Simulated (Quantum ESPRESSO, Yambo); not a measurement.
**Levels of theory for the gap of Mg$_{3}$ZnO$_{4}$**

Mg3ZnO4 (space group P4/mmm, No. 123): one geometry, one set of PBEsol (Quantum ESPRESSO, PseudoDojo norm-conserving, 84 Ry, no spin-orbit coupling) orbitals, self-energies from Yambo (4×4×2 Γ-centred k mesh, bands 8 to 166 and a 8 Ry block in the screening, 166 bands in G with the Bruneval-Gonze terminator, plasmon pole fitted at 27.2 eV).

The geometry is that of Materials Project entry mp-1222124, symmetrised and not relaxed again.

```json
[
 {"level": "PBEsol (Quantum ESPRESSO)", "gap X → Γ (eV)": "2.44", "direct gap at Γ (eV)": "3.22", "rough Yambo cost": "–"},
 {"level": "exchange only (Hartree-Fock self-energy on PBEsol orbitals)", "gap X → Γ (eV)": "12.33", "direct gap at Γ (eV)": "12.90", "rough Yambo cost": "about 1/30 (12 states)"},
 {"level": "static COHSEX@PBEsol", "gap X → Γ (eV)": "5.03", "direct gap at Γ (eV)": "6.17", "rough Yambo cost": "within a factor of two (3 states)"},
 {"level": "G0W0@PBEsol, plasmon pole", "gap X → Γ (eV)": "4.32", "direct gap at Γ (eV)": "5.16", "rough Yambo cost": "1 (12 states)"}
]
```

Bare exchange has no screening and gives the widest gap; static COHSEX screens it but leaves out the frequency dependence, which G0W0 restores.

Costs are rough ratios of core time on shared machines.

Nearest settings tried, and what they do to the gap: 114 bands in W, 114 bands in G: +92 meV; 7 Ry block (185 vectors against 227): -23 meV; 4×4×1 mesh: -27 meV. So the settings aren't converged at that level. Oxides, nitrides and fluorides with a shallow 3d shell are known to need far more bands and larger blocks.

The structure is a Materials Project entry; no match was found in the copy of COD used, and its stability was not checked.
